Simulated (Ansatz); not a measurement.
KBr:
```cif
data_BrK
_chemical_formula_sum 'K1 Br1'
_space_group_name_H-M_alt 'P 1'
_space_group_IT_number 1
_cell_length_a 4.74152
_cell_length_b 4.74152
_cell_length_c 4.74152
_cell_angle_alpha 60.000
_cell_angle_beta 60.000
_cell_angle_gamma 60.000
loop_
_space_group_symop_operation_xyz
  'x, y, z'
loop_
_atom_site_label
_atom_site_type_symbol
_atom_site_fract_x
_atom_site_fract_y
_atom_site_fract_z
_atom_site_occupancy
K1 K 0.00000 0.00000 0.00000 1
Br1 Br 0.50000 0.50000 0.50000 1
```

Relaxed with PBE. The program Ansatz at the PBE level (PAW) gives a gap of 4.31 eV.

Task: What gap does HSE06 give on the same cell (Ansatz, PAW)?

Result: 5.47 eV, 1.16 eV more. The hybrid was solved on a coarser mesh and at special points; its gap is the smallest among all of these.

```
k  v1 PBE  c1 PBE  v1 HSE06  c1 HSE06
-  ------  ------  --------  --------
Γ    0.00    4.31      0.00      5.47
X   -0.27    5.91         ?         ?
L   -0.30    6.49         ?         ?
W   -0.49    7.33         ?         ?
K   -0.30    6.58         ?         ?
```

Task: Top valence (v1) and lowest conduction level (c1) in eV from each method's valence maximum (which need not be a listed point): supply the withheld HSE06 values.

Result: 
- K, v1 HSE06: -0.32
- K, c1 HSE06: 7.79
- W, v1 HSE06: -0.51
- W, c1 HSE06: 8.58
- X, v1 HSE06: -0.29
- X, c1 HSE06: 7.10
- L, v1 HSE06: -0.31
- L, c1 HSE06: 7.63

Cost on shared cores: the PBE run (SCF on a 7×7×7 mesh, then bands and DOS) around 11 core-seconds (rough), the HSE06 run (SCF on 5×5×5, then a few points) about 70 core-seconds (a rough figure); the tasks are unlike.

Space group Fm-3m (rock salt). The PBE relaxation kept the symmetry of its start; phonons on a q-mesh show no instability. Scalar-relativistic: spin–orbit coupling is off unless named, which matters more the heavier the elements.

Potentials: the later of the program's two PAW sets.
